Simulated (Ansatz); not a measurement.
The elements of this relaxed trial crystal are hidden behind letters.

```
lattice vectors (Å)
  -3.1954    3.1954    3.1954
   3.1954   -3.1954    3.1954
   3.1954    3.1954   -3.1954
fractional positions
X 0.0000 0.5000 0.5000
X 0.5000 0.5000 0.0000
X 0.5000 0.0000 0.5000
X 0.0000 0.0000 0.5000
X 0.0000 0.5000 0.0000
X 0.5000 0.0000 0.0000
X 0.5000 0.5000 0.5000
Z 0.0000 0.0000 0.0000
```

The calculation used Ansatz, DFT PBE, scalar-relativistic, plane waves, PAW. Plane waves to 420 eV, an 8×8×8 mesh through Γ for the 8-atom cell and 0.10 eV Gaussian smearing; no spin polarisation.

- Space group: Im-3m (No. 229)
- Conventional cell: a = 6.391 Å
- Volume per atom: 16.31 Å³
- Density: 18.88 g/cm³
- Formation energy: +0.25 eV/atom
- Gap on the 8×8×8 mesh of the 8-atom cell: 0 eV (a metal)

Energies are uncorrected and count from the elements' standard states at the same level.

Task: X is a d-block element of period 6 and Z is a d-block element of period 6. Which elements are they?

Result: X = W, Z = Au, so the formula is W7Au. Density times volume gives a mean mass of 18.88 × 16.31/1.6605 = 185.4 u per atom, and this set has 185.5 u. Around W on a site of symmetry 4/mmm lie 8 W at 2.77 Å, 2 Au at 3.20 Å and 4 W at 3.20 Å; W on a site of symmetry -3m has 2 Au at 2.77 Å, 6 W at 2.77 Å and 6 W at 3.20 Å; Au is surrounded by 8 W at 2.77 Å and 6 W at 3.20 Å. Other sets within the hints have nearly the same mass, so mass alone doesn't settle it; this one was computed.

Spin–orbit coupling, which can matter for Au and W, is left out. A structure relaxed within its symmetry needn't be a true minimum.
